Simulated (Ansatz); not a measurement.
Input:

GaP:
```cif
data_Ga4P4
_chemical_formula_sum 'P4 Ga4'
_space_group_name_H-M_alt 'F-43m'
_space_group_IT_number 216
_space_group_name_Hall 'F -4 2 3'
_cell_length_a 5.46484
_cell_length_b 5.46484
_cell_length_c 5.46484
_cell_angle_alpha 90.000
_cell_angle_beta 90.000
_cell_angle_gamma 90.000
loop_
_atom_site_label
_atom_site_type_symbol
_atom_site_symmetry_multiplicity
_atom_site_Wyckoff_symbol
_atom_site_fract_x
_atom_site_fract_y
_atom_site_fract_z
_atom_site_occupancy
P1 P 4 c 0.25000 0.25000 0.25000 1
Ga1 Ga 4 a 0.00000 0.00000 0.00000 1
```
(The calculation used a cell of 2 atoms; values per cell refer to that cell.)

This is the HSE06-relaxed structure.

Problem. All from the program Ansatz at the HSE06 level (PAW), unless another level is named. Give the smallest direct gap on the standard path.

Solution. 2.72 eV.

Problem. And the band gap?

Solution. 2.27 eV (indirect).

Problem. Predict the valence-band maximum.

Solution. at Γ.

Problem. What about the conduction-band minimum?

Solution. on the Γ–X line, 86 % of the way from Γ (6 equivalent valleys).

The cell was relaxed with HSE06 under the symmetry of its start. The hybrid was solved on a coarse mesh, the path and, where they were found, the r²SCAN edge points; its band edges are the extreme levels among these. Scalar-relativistic: spin–orbit coupling is off unless named, which matters more the heavier the elements.

Potentials: the later of the program's two PAW sets.
